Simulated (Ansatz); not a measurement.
**Two Ansatz runs on PtSe₂**

The geometry is COD entry 9009117, unchecked; take it as a test cell. Its inner coordinates are ideal values, not refined ones.

First run: DFT, PBE, all-electron PAW with datasets made for the crystal, scalar-relativistic (Ansatz 0.2.0).

Command: `ansatz run input.yaml --threads 1 --pin off --max-ram 3072MiB --backend cpu --events-out ev --progress --plain --runs-dir out` The run took about 45 s on 1 thread of a shared machine.

```yaml
crystal:
  lattice:
    - [3.7240006046, 0.0, 0.0]
    - [-1.8620003023, 3.2250791273, 0.0]
    - [0.0, 0.0, 5.062]
  atoms:
    - { symbol: Pt, position: [0.0, 0.0, 0.0] }
    - { symbol: Se, position: [0.3333333333, 0.6666666667, 0.25] }
    - { symbol: Se, position: [0.6666666667, 0.3333333333, 0.75] }
kpoints:
  mp_grid: { grid: [10, 10, 7] }
  band_path:
    path:
      - [0.0, 0.0, 0.0]
      - [0.5, 0.0, 0.0]
      - [0.3333333333, 0.3333333333, 0.0]
      - [0.0, 0.0, 0.0]
      - [0.0, 0.0, 0.5]
      - [0.5, 0.0, 0.5]
      - [0.3333333333, 0.3333333333, 0.5]
      - [0.0, 0.0, 0.5]
      - [0.5, 0.0, 0.5]
    npoints: 8
scf:
  occupations: { method: fermi_dirac, width: 0.05 }
hamiltonian:
  xc: pbe
  pseudopotentials: { kind: all_electron, datasets: crystal }
output:
  forces: true
  stress: true
  eigenvalues: true
  efg: { contact_densities: true }
```

Result: converged; pressure 7.32 GPa; largest force 0.563 eV/Å; no gap on the k mesh; 10 SCF iterations.

Spin–orbit coupling is left out, though it moves levels of the heavy atoms by tenths of an eV or more.

The input is then changed:

```diff
@@ -23,5 +23,5 @@
     npoints: 8
 scf:
-  occupations: { method: fermi_dirac, width: 0.05 }
+  occupations: { method: tetrahedron }
 hamiltonian:
   xc: pbe
```

Task: What does the second run give?

Result: It converged; energy at zero smearing +0.3 meV/atom from the first run; pressure 7.33 GPa; largest force 0.549 eV/Å; no gap on the k mesh; 11 SCF iterations.
